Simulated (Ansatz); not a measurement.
TaN (rock salt, Fm-3m) at seven volumes, DFT-LDA in the program Ansatz with PAW potentials, scaled uniformly. One row is withheld.

```tsv
V (Å³/atom)	P (GPa)
9.353	?
9.661	26.65
9.969	12.25
10.278	0.00
10.586	-10.40
10.894	-19.25
11.203	-26.76
```

### Question
Fit the shown pressures and predict the withheld one.

### Answer
P = (3/2)B₀(x^(7/2) − x^(5/2))[1 + (3/4)(B′ − 4)(x − 1)] with x = (V₀/V)^(2/3). Least squares on the six rows gives V₀ = 10.278 Å³/atom, B₀ = 376 GPa, B′ = 4.42. At V = 9.353, x = 1.0649 and P = 43.70 GPa. The run itself gave 43.60 GPa.

Symmetry was held in the LDA relaxation; of distortions, only those at the zone centre were tested. No spin polarisation was allowed. Scalar-relativistic: spin–orbit coupling is off unless named, which matters more the heavier the elements.

Potentials: the later of the program's two PAW sets.
